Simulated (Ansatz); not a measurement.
Ti2O under strain

Theory: Ansatz 0.2.0, DFT r2SCAN, scalar-relativistic, plane waves, PAW. Run with 500 eV cutoff, 24×24×12 k-mesh, Gaussian smearing of 0.10 eV, no spin polarisation.

Starting point, cell and atoms relaxed:

```
CELL_PARAMETERS angstrom
2.95143 0.00000 0.00000
-1.47572 2.55602 0.00000
0.00000 0.00000 4.81400
ATOMIC_POSITIONS crystal
Ti 0.66667 0.33333 0.26889
Ti 0.33333 0.66667 0.73111
O 0.00000 0.00000 0.00000
```

Deformation: biaxial strain in the a-b plane, with the length and tilt of c and the atoms relaxed, all within the symmetry that the strain leaves. Energies are extrapolated to zero smearing. Stress is positive in compression, on the Cartesian axes of the cell above. On this cell's mesh the reference holds a stress of up to 0.13 GPa.

| strain (%) | ΔE (meV/atom) | a (Å) | b (Å) | c (Å) | σxx (GPa) | σyy (GPa) | σzz (GPa) |
| --- | --- | --- | --- | --- | --- | --- | --- |
| -3.0 | 28.8 | 2.863 | 2.863 | 4.906 | 13.15 | 13.15 | 0.00 |
| -2.0 | 12.7 | 2.892 | 2.892 | 4.874 | 8.49 | 8.49 | 0.00 |
| -1.0 | 3.2 | 2.922 | 2.922 | 4.843 | 4.15 | 4.15 | 0.00 |
| +0.0 | 0.0 | 2.951 | 2.951 | 4.814 | 0.05 | 0.05 | -0.13 |
| +1.0 | 2.7 | 2.981 | 2.981 | 4.783 | -3.67 | -3.67 | 0.00 |
| +2.0 | 11.0 | 3.010 | 3.010 | 4.753 | -7.13 | -7.13 | -0.01 |
| +3.0 | 24.3 | 3.040 | 3.040 | 4.723 | -10.27 | -10.27 | -0.01 |